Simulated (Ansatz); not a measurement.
**Mg5CdS6: stable or not**

The cell was found from a structure generator's guess, not taken from experiment.

Computed with DFT PBE, scalar-relativistic, plane waves, PAW (Ansatz). The final run on the 12-atom cell used 420 eV, a Γ-centred 12×12×2 mesh, 0.02 eV smearing and no spin polarisation.

```yaml
crystal:
  lattice:
    - [3.73002, 0.00000, 0.00000]
    - [-1.86501, 3.23029, 0.00000]
    - [0.00000, 0.00000, 18.30973]
  atoms:
    - { symbol: Mg, position: [0.33333, 0.66667, 0.83589] }
    - { symbol: Mg, position: [0.00000, 0.00000, 0.00000] }
    - { symbol: Mg, position: [0.66667, 0.33333, 0.16411] }
    - { symbol: Mg, position: [0.33333, 0.66667, 0.32835] }
    - { symbol: Mg, position: [0.66667, 0.33333, 0.67165] }
    - { symbol: Cd, position: [0.00000, 0.00000, 0.50000] }
    - { symbol: S, position: [0.66667, 0.33333, 0.91796] }
    - { symbol: S, position: [0.33333, 0.66667, 0.08204] }
    - { symbol: S, position: [0.00000, 0.00000, 0.24616] }
    - { symbol: S, position: [0.66667, 0.33333, 0.40954] }
    - { symbol: S, position: [0.33333, 0.66667, 0.59046] }
    - { symbol: S, position: [0.00000, 0.00000, 0.75384] }
```

The zero of energy is the elements' standard structures at the same level; no fitted shifts are applied.

Question: These tests were run: energy against the elements; random kick, then relaxation without symmetry; phonons on a 2×2×1 q mesh; elastic tensor. What do they show?

Answer:

| test | result |
| --- | --- |
| energy against the elements | −1.281 eV/atom |
| random kick, then relaxation without symmetry | returns |
| phonons on a 2×2×1 q mesh | no imaginary mode on the mesh |
| elastic tensor | least eigenvalue 44 GPa |

It fails none of these tests. Whether a mixture of other phases lies lower isn't tested here.

The reference form of S is held partly by dispersion forces, which this level lacks. The kick test ran on a coarse mesh. The run for the phonons used a 12×12×2 k mesh. The run for the elastic tensor used a 12×12×2 k mesh.
